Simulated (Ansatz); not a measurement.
Simulated powder pattern, Fe Kα, λ = 1.93735 Å (kinematic, ideal powder, no thermal factors, no anomalous dispersion; the 30 strongest lines at most, above 1 %, up to 2θ = 90°):

```tsv
2θ (°)	d (Å)	I/Imax (%)
38.91	2.909	23
39.96	2.835	29
43.96	2.588	100
57.00	2.030	16
70.46	1.679	17
75.36	1.585	21
83.53	1.454	2.8
84.20	1.445	22
86.22	1.417	3.5
86.88	1.409	16
```

The pattern belongs to a structure relaxed with the program Ansatz at the PBE level (PAW).

Problem. Which of these materials gives this?
A. Os, hcp (Mg type)
B. Sn, hcp (Mg type)
C. Mg, hcp (Mg type)
D. Ta2SnN, P6_3/mmc (Sn on 2d, Ta on 4f, N on 2a)

Solution. B, Sn, hcp (Mg type)

Problem. Give the lattice parameters.

Solution. a = 3.359 Å, c = 5.670 Å.

The start of the workflow was typed in or built on a structure type; neither database checked (COD, Materials Project) lists it. It is not the phase usual at ambient conditions (space group No. 141). The PBE relaxation kept the symmetry of its start; whether a distortion lowers the energy is not shown. Axis ratios of metals converge slowly with the k-mesh, so a and c are less sure than the volume. Spin–orbit coupling is left out wherever it is not named.

Potentials: the earlier of the program's two PAW sets.
